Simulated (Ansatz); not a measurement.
**HfC: zone-centre modes at -10.4 GPa**

These are results of Ansatz 0.2.0, DFT PBEsol, scalar-relativistic, plane waves, PAW, not measurements. Settings: 420 eV plane-wave cutoff, Γ-centred 14×14×14 mesh, Fermi-Dirac smearing of 0.15 eV. No spin polarisation. Phonons by linear response, acoustic sum rule imposed.

The cell is fixed (symmetry leaves no force on the atoms) and stands under -10.4 GPa:
```xyz
2
Lattice="2.9210 0.0000 0.0000 0.0000 2.9210 0.0000 0.0000 0.0000 2.9210" Properties=species:S:1:pos:R:3 pbc="T T T"
Hf    0.0000    0.0000    0.0000
C     1.4605    1.4605    1.4605
```

The cell is the ideal cubic caesium chloride prototype; this isn't the usual structure of the compound. In a metal, frequencies and elastic constants depend on the k mesh and the smearing, soft modes and shear constants most. Spin–orbit coupling is left out, which can shift energies with elements as heavy as these.

(1) Is this structure stable against zone-centre distortions?

(2) List the optical modes at Γ (i marks imaginary ones).

Results:

(1) Yes, at Γ: no optical mode is imaginary. Strains and other wave vectors aren't tested by this run.

(2)
```
frequency (cm⁻¹) degeneracy
              43           3
```

Cost: 1 run of about 1.1 core-minutes, on Arm Neoverse N1 (shared hosts).